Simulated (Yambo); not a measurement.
G0W0@PBEsol for SrHI (space group P4/nmm, No. 129) in Yambo. Reference settings: 2×2×1 Γ-centred k mesh, 460 bands and a 7 Ry block in the screening, 460 bands in G with the Bruneval-Gonze terminator, plasmon pole fitted at 27.2 eV. The PBEsol gap X → M on this mesh is 3.36 eV; G0W0 gaps are taken between the same points.

The settings were changed. The gap went from 4.87 eV to 4.81 eV, and the shift of the valence edge from -0.99 eV to -0.76 eV.

**Question.** Name the change that produced these shifts.
(A) 162 bands in G
(B) no random integration
(C) 6 Ry block
(D) 290 bands in W, 290 bands in G

**Answer.** B, no random integration. The others gave (gap, valence shift): 6 Ry block: 4.82, -0.93 eV; 162 bands in G: 4.87, -0.91 eV; 290 bands in W, 290 bands in G: 4.86, -0.89 eV.

Spin-orbit coupling is included.

Geometry relaxed with PBE+D3(BJ); primitive cell a = b = 4.2912 Å, c = 8.1904 Å, α = β = γ = 90.00°.

A shift is the quasiparticle energy of the state minus its PBEsol energy.
